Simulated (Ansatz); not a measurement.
Ansatz input file:

```yaml
crystal:
  lattice:
    - [-2.4992961456, 2.4992961456, 9.5350358004]
    - [2.4992961456, -2.4992961456, 9.5350358004]
    - [2.4992961456, 2.4992961456, -9.5350358004]
  atoms:
    - { symbol: Cs, position: [0.25, 0.75, 0.5] }
    - { symbol: Cs, position: [0.5, 0.5, 0.0] }
basis:
  ecutwfc: 420
kpoints:
  mp_grid: { grid: [12, 12, 12] }
hamiltonian:
  xc: pbesol
scf:
  occupations: { method: gaussian, width: 0.1 }
output:
  forces: true
  stress: true
  eigenvalues: true
  populations: true
```

Command:
```bash
ansatz run input.yaml --threads 1 --pin off --max-ram 1331MiB --backend cpu --events-out ev --progress --plain --runs-dir out
```

Computed with Ansatz, DFT PBEsol, scalar-relativistic, plane waves, PAW.

Abridged output:

```
Pseudopotentials: kind: paw
Pseudopotential: Cs, paw, valence charge 9, recommended cutoff 420 eV (normal)
Functional definition: PBEsol
Crystal: 2 atoms, lattice volume = 238.242 Å³
Basis set: ecut = 420 eV, 4659 PW (Γ), FFT grids on a1+a3, a2+a3, a3, exchange–correlation on 72×72×144 points (8 copies of the dense FFT grid, shifted against one another)
Bands: 13, of which v1, the nominal top of the filled ones, is band 9 counted from 1 (8 counted from 0)
Symmetry: 16 space group operations
Space group: I41/amd (ITA 141), of the structure as read, at distance tolerance 6.2e-5 Å
k-points: 163 of 1728
Initial density: superposition of atomic densities (neutral atoms: chi_scale 0, normalization atom), corrected by the library's trained network
Initial wavefunctions: pseudopotential atomic-orbital guess
Functional: x = pbesol(κ = 0.804, μ = 0.12345679), c = pbesol(β = 0.046)
SCF iter   1: F=—  HF=-11171.474200 eV  |F-HF|=—  |Δ(HF+E_count)|=         —  Δρ=7.32e-4  dr2=3.32e-3  ethr=1.77e-3  ⟨swp⟩=6.4  Hψ=14102  notcnv=0
SCF iter   2: F=—  HF=-11171.474953 eV  |F-HF|=—  |Δ(HF+E_count)|=   7.53e-4  Δρ=5.17e-4  dr2=1.97e-3  ethr=1.84e-5  ⟨swp⟩=2.3  Hψ=4876  notcnv=0
SCF iter   3: F=—  HF=-11171.475418 eV  |F-HF|=—  |Δ(HF+E_count)|=   4.65e-4  Δρ=2.11e-4  dr2=3.28e-4  ethr=1.10e-5  ⟨swp⟩=2.4  Hψ=3066  notcnv=0
SCF iter   4: F=—  HF=-11171.475465 eV  |F-HF|=—  |Δ(HF+E_count)|=   4.70e-5  Δρ=5.16e-5  dr2=1.61e-5  ethr=1.82e-6  ⟨swp⟩=2.4  Hψ=3399  notcnv=0
SCF iter   5: F=—  HF=-11171.475503 eV  |F-HF|=—  |Δ(HF+E_count)|=   3.81e-5  Δρ=1.87e-5  dr2=1.96e-6  ethr=8.96e-8  ⟨swp⟩=2.8  Hψ=3465  notcnv=0
SCF iter   6: F=—  HF=-11171.475505 eV  |F-HF|=—  |Δ(HF+E_count)|=   2.08e-6  Δρ=5.47e-6  dr2=1.86e-7  ethr=1.09e-8  ⟨swp⟩=2.7  Hψ=3235  notcnv=0
SCF iter   7: F=-11171.475505 eV  HF=-11171.475505 eV  |F-HF|=5.19e-9  |Δ(HF+E_count)|=   1.24e-7  Δρ=2.08e-6  dr2=1.56e-8  ethr=5.56e-10  ⟨swp⟩=6.7  Hψ=11179  notcnv=0
SCF 1 converged in 7 iterations: F = -11171.475505 eV  dr2 = 1.56e-8
SCF converged after 7 iterations
Free energy (F): -11171.475505 eV
Harris-Foulkes:  -11171.475505 eV  (|F-HF|=5.19e-9)
Internal energy: -11171.463688 eV  (E = F + TS)
E sigma→0 (E₀):  -11171.469597 eV
Entropy (-TS):   -0.011817 eV (-5.908 meV/atom)
Fermi energy:    2.019013 eV
--- Per-component energies (eV) ---
  E_band       = -189.379470
  E_kinetic    = 281.609334
  E_local      = -816.589250  (includes V_loc(G=0)·N_el)
  E_nonlocal   = 62.589237
  E_hartree    = 287.467424
  E_xc         = -342.357496
  E_vxc        = -248.220179  (∫ρ·V_xc dr)
  E_paw        = -9967.159615  (= ΣΔE_a)
  E_vpaw       = -43.706249  (= ΣTr[D̂ρ^β])
  E_aug_tail   = -0.000003  (compensation charges beyond the density's cutoff)
  E_ewald      = -677.311639
  E_core_change = 0.288320  (= ΣΔE_core)
  E_smearing   = -0.011817  (= −TS)
--- Forces (eV/Å), atoms counted from 1 ---
  atom   1  Cs     0.00000000     0.00000000     0.00000000
  atom   2  Cs     0.00000000     0.00000000     0.00000000
--- Stress (GPa, compression-positive) ---
       -0.005720       0.000000       0.000000
        0.000000      -0.005720       0.000000
        0.000000       0.000000      -0.187809
  P = ⅓ Tr σ = -0.0664 GPa (-0.664 kbar)
--- Band table (eV; the first three rows and the last of 163) ---
  k-point 0: bands = ["-21.9398", "-21.9349", "-8.7819", "-8.6549", "-8.6448", "-8.6448", "-8.6398", "-8.6398", "0.3691", "1.8575", "2.5572", "3.5737", "3.5785"]
  k-point 1: bands = ["-21.9388", "-21.9341", "-8.7774", "-8.6608", "-8.6554", "-8.6513", "-8.6495", "-8.6486", "0.4837", "1.9892", "2.5602", "3.6199", "3.6296"]
  k-point 2: bands = ["-21.9361", "-21.9319", "-8.7655", "-8.6858", "-8.6835", "-8.6814", "-8.6752", "-8.6504", "0.8138", "2.3599", "2.5903", "3.7449", "3.7788"]
  k-point 162: bands = ["-21.9373", "-21.9373", "-8.7193", "-8.7193", "-8.6511", "-8.6511", "-8.6334", "-8.6334", "0.9005", "0.9005", "3.2423", "3.2423", "3.7741"]
--- Löwdin populations: 2 sites ---
  site symbol q [e]
     0     Cs      8.9465
     1     Cs      8.9465
  spilling = 0.005941 (of n_electrons = 18.000000)
```

The run converged.